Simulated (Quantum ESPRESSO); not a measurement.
# Al3MgHfTa3: input and log of a self-consistent run

Simulated, not a measurement. The program is pw.x of Quantum ESPRESSO 7.5 (plane-wave density functional theory). The cell is made up: eight metal atoms on a hexagonal close-packed lattice, with elements, volume, strain and displacements drawn at random and not relaxed, so it may be unstable or far from any real phase. PseudoDojo standard norm-conserving files set the functional (PBE unless stated); there is no spin polarisation or spin-orbit coupling, the Fermi-Dirac width of 0.25 eV means electrons at about 2900 K, and the masses in the input are unused placeholders. Heavy elements are run without spin-orbit coupling, which real alloys of them have. A spin test at this wide smearing found no moment, but such smearing suppresses magnetism that the real alloy may have.

Input:

```
&control calculation='scf', pseudo_dir='./dojo.nc.sr.pbe.v0_5.standard.upf', outdir='./o', disk_io='medium', tprnfor=.true., tstress=.true. /
&system ibrav=0, nat=8, ntyp=4, nbnd=48, ecutwfc=84.00895049, nosym=.true., tot_charge=0,
 occupations='smearing', smearing='fd', degauss=0.0183746611
/
&electrons conv_thr=1.470e-08, electron_maxstep=70, mixing_beta=0.5 /
ATOMIC_SPECIES
Al 1.0 Al.upf
Hf 1.0 Hf.upf
Mg 1.0 Mg.upf
Ta 1.0 Ta.upf
CELL_PARAMETERS angstrom
-0.0023 0.0168 -4.8449
0.1651 5.2845 -0.0184
6.065 0.1901 0.0033
ATOMIC_POSITIONS angstrom
Al 0.0592 0.0696 0.0233
Mg 3.0417 -0.0078 -0.0546
Hf 1.6839 2.6911 0.0498
Al 4.6357 2.7514 -0.0921
Ta 0.0223 1.8234 -2.4683
Al 3.1267 1.8465 -2.5377
Ta 1.5939 4.5077 -2.348
Ta 4.5666 4.4537 -2.4276
K_POINTS automatic
5 5 4 1 1 1
```

The log is shortened where brackets say so; the opening notice, blank lines, dates and the lines on written files are dropped, and the path of the files is cut. It prints rydbergs, bohrs and kilobars, and counts compression as positive stress. Its total energy is the free energy E - TS of the whole cell.

```
     Program PWSCF v.7.5
     Parallel version (MPI & OpenMP), running on       1 processor cores
     Number of MPI processes:                 1
     Threads/MPI process:                     1
     [start-up lines left out]
     bravais-lattice index     =            0
     lattice parameter (alat)  =       9.1556  a.u.
     unit-cell volume          =    1046.8518 (a.u.)^3
     number of atoms/cell      =            8
     number of atomic types    =            4
     number of electrons       =        70.00
     number of Kohn-Sham states=           48
     kinetic-energy cutoff     =      84.0090  Ry
     charge density cutoff     =     336.0358  Ry
     scf convergence threshold =      1.5E-08
     mixing beta               =       0.5000
     number of iterations used =            8  plain     mixing
     Exchange-correlation= PBE
                           (   1   4   3   4   0   0   0)
     [axes and pseudopotential details left out]
   Cartesian axes
     site n.     atom                  positions (alat units)
         1        Al     tau(   1) = (   0.0122190   0.0143655   0.0048092  )
         2        Mg     tau(   2) = (   0.6278110  -0.0016099  -0.0112695  )
         3        Hf     tau(   3) = (   0.3475592   0.5554467   0.0102788  )
         4        Al     tau(   4) = (   0.9568147   0.5678927  -0.0190096  )
         5        Ta     tau(   5) = (   0.0046027   0.3763522  -0.5094604  )
         6        Al     tau(   6) = (   0.6453551   0.3811201  -0.5237847  )
         7        Ta     tau(   7) = (   0.3289831   0.9303953  -0.4846304  )
         8        Ta     tau(   8) = (   0.9425524   0.9192497  -0.5010599  )
     number of k points=    50  Fermi-Dirac smearing, width (Ry)=  0.0184
                       cart. coord. in units 2pi/alat
        k(    1) = (   0.0971409   0.0882997  -0.0997405), wk =   0.0400000
        k(    2) = (   0.2970453   0.0820538  -0.0998571), wk =   0.0400000
     [further k points left out]
     Dense  grid:   108907 G-vectors     FFT dimensions: (  54,  60,  72)
     Estimated max dynamical RAM per process >     175.27 MB
     Initial potential from superposition of free atoms
     starting charge      69.9873, renormalised to      70.0000
     Starting wfcs are   57 randomized atomic wfcs
     total cpu time spent up to now is       29.8 secs
     per-process dynamical memory:    99.5 Mb
     Self-consistent Calculation
     iteration #  1     ecut=    84.01 Ry     beta= 0.50
     Davidson diagonalization with overlap
     ethr =  1.00E-02,  avg # of iterations =  3.2
     Threshold (ethr) on eigenvalues was too large:
     Diagonalizing with lowered threshold
     Davidson diagonalization with overlap
     ethr =  2.99E-04,  avg # of iterations =  5.7
     total cpu time spent up to now is      183.7 secs
     total energy              =    -636.11524581 Ry
     estimated scf accuracy    <       0.22232258 Ry
     iteration #  2     ecut=    84.01 Ry     beta= 0.50
     Davidson diagonalization with overlap
     ethr =  3.18E-04,  avg # of iterations =  2.4
     total cpu time spent up to now is      238.8 secs
     total energy              =    -636.05859793 Ry
     estimated scf accuracy    <       0.63728854 Ry
     iteration #  3     ecut=    84.01 Ry     beta= 0.50
     Davidson diagonalization with overlap
     ethr =  3.18E-04,  avg # of iterations =  2.0
     total cpu time spent up to now is      300.8 secs
     total energy              =    -636.13881297 Ry
     estimated scf accuracy    <       0.19573799 Ry
     iteration #  4     ecut=    84.01 Ry     beta= 0.50
     Davidson diagonalization with overlap
     ethr =  2.80E-04,  avg # of iterations =  1.9
     total cpu time spent up to now is      349.6 secs
     total energy              =    -636.15240942 Ry
     estimated scf accuracy    <       0.07149654 Ry
     iteration #  5     ecut=    84.01 Ry     beta= 0.50
     Davidson diagonalization with overlap
     ethr =  1.02E-04,  avg # of iterations =  1.7
     total cpu time spent up to now is      395.2 secs
     total energy              =    -636.16141658 Ry
     estimated scf accuracy    <       0.00467698 Ry
     [iterations 6 to 7 left out]
     iteration #  8     ecut=    84.01 Ry     beta= 0.50
     Davidson diagonalization with overlap
     ethr =  1.53E-06,  avg # of iterations =  2.0
     total cpu time spent up to now is      586.0 secs
     total energy              =    -636.16252498 Ry
     estimated scf accuracy    <       0.00003759 Ry
     iteration #  9     ecut=    84.01 Ry     beta= 0.50
     Davidson diagonalization with overlap
     ethr =  5.37E-08,  avg # of iterations =  4.0
     total cpu time spent up to now is      653.3 secs
     total energy              =    -636.16253420 Ry
     estimated scf accuracy    <       0.00000472 Ry
     iteration # 10     ecut=    84.01 Ry     beta= 0.50
     Davidson diagonalization with overlap
     ethr =  6.74E-09,  avg # of iterations =  2.9
     total cpu time spent up to now is      701.7 secs
     total energy              =    -636.16253504 Ry
     estimated scf accuracy    <       0.00000095 Ry
     iteration # 11     ecut=    84.01 Ry     beta= 0.50
     Davidson diagonalization with overlap
     ethr =  1.36E-09,  avg # of iterations =  2.7
     total cpu time spent up to now is      752.3 secs
     total energy              =    -636.16253520 Ry
     estimated scf accuracy    <       0.00000006 Ry
     iteration # 12     ecut=    84.01 Ry     beta= 0.50
     Davidson diagonalization with overlap
     ethr =  8.41E-11,  avg # of iterations =  5.2
     total cpu time spent up to now is      809.1 secs
     End of self-consistent calculation
     [lines on levels left out]
!    total energy              =    -636.16253521 Ry
     estimated scf accuracy    <       0.00000001 Ry
     smearing contrib. (-TS)   =      -0.09209206 Ry
     internal energy E=F+TS    =    -636.07044315 Ry
     The total energy is F=E-TS. E is the sum of the following terms:
     one-electron contribution =    -244.63521792 Ry
     hartree contribution      =     138.74404343 Ry
     xc contribution           =    -139.28424007 Ry
     ewald contribution        =    -390.89502860 Ry
     convergence has been achieved in  12 iterations
     Forces acting on atoms (cartesian axes, Ry/au):
     atom    1 type  1   force =    -0.01061129   -0.00503110    0.00014478
     atom    2 type  3   force =     0.00501756    0.02035093    0.02107637
     atom    3 type  2   force =    -0.04672845    0.02016158   -0.02708638
     atom    4 type  1   force =     0.01591400    0.00038758    0.01103242
     atom    5 type  4   force =     0.00358600   -0.00800863    0.01418981
     atom    6 type  1   force =     0.00691269   -0.00848052    0.02182066
     atom    7 type  4   force =    -0.01509403    0.00513256   -0.02751745
     atom    8 type  4   force =     0.04100352   -0.02451239   -0.01366021
     Total force =     0.095261     Total SCF correction =     0.000351
     Computing stress (Cartesian axis) and pressure
          total   stress  (Ry/bohr**3)                   (kbar)     P=      -68.21
  -0.00055729  -0.00031044   0.00002412          -81.98      -45.67        3.55
  -0.00031044  -0.00059311   0.00002642          -45.67      -87.25        3.89
   0.00002412   0.00002642  -0.00024066            3.55        3.89      -35.40
     init_run     :     25.23s CPU     29.63s WALL (       1 calls)
     electrons    :    748.08s CPU    779.30s WALL (       1 calls)
     forces       :     10.43s CPU     10.56s WALL (       1 calls)
     stress       :     40.43s CPU     42.42s WALL (       1 calls)
     [timing details left out]
     PWSCF        :  13m44.67s CPU  14m24.79s WALL
     JOB DONE.
```

In other units: free energy -8655.432 eV for the cell, pressure -6.82 GPa, largest force component 1.201 eV/Å in size. The run took 866 s of wall time with one process on a shared machine (AMD EPYC, Zen 5, virtual cores), so the time is rough. A rerun of this cell at a higher cutoff and on a denser mesh moved values by no more than 0.002 eV in energy, 0.02 GPa in stress and 0.011 eV/Å in force, and a second program with other atomic files agreed on that cell to 2 % rms in force and 0.5 GPa in pressure.